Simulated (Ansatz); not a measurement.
## LaB$_{2}$, first-principles data

LaB$_{2}$:
Space group I4/mmm (No. 139); a = 4.0709 Å, b = 4.0709 Å, c = 7.0079 Å, α = 90.00°, β = 90.00°, γ = 90.00°

```json
[
 {"atom": "La", "site": "2a", "symmetry": "4/mmm", "x": "0.0000", "y": "0.0000", "z": "0.0000"},
 {"atom": "B", "site": "4e", "symmetry": "4mm", "x": "0.0000", "y": "0.0000", "z": "0.3909"}
]
```
(The calculation used a cell of 3 atoms; values per cell refer to that cell.)

Space group I4/mmm (No. 139), MoSi2 or CaC2 type; conventional cell a = b = 4.071 Å, c = 7.008 Å, α = β = γ = 90.00°.

Method: plane-wave PAW r²SCAN (Ansatz code). Structure relaxed to zero pressure with the same functional. Other levels are named where they apply.

Cell and energy:

```json
{
  "volume_per_atom": "19.36 Å³",
  "density": "4.59 g/cm³",
  "Formation energy from the elements (no fitted shifts)": "408 meV/atom"
}
```

Electronic structure:

```json
{
  "electronic_character": "metallic (no gap)",
  "Density of states at the Fermi level": "0.50 states/eV per atom (mean over ±0.08 eV)",
  "Gap with spin–orbit coupling": "none (metallic)"
}
```

Mechanics:

```json
{
  "Bulk modulus (Birch–Murnaghan fit)": "63.8 GPa",
  "Pressure derivative B′": "3.4"
}
```

The start of the workflow was typed in or built on a structure type; neither database checked (COD, Materials Project) lists it. Whether it is the stable phase at ambient conditions was not checked. The cell was relaxed with r²SCAN under the symmetry of its start; whether a distortion lowers the energy is not shown. Its formation energy is positive at this level, so the cell may be metastable or incomplete. The references are the lowest solids computed at this level, not always the standard phases. Scalar-relativistic: spin–orbit coupling is off unless named, which matters more the heavier the elements.

Potentials: the earlier of the program's two PAW sets.
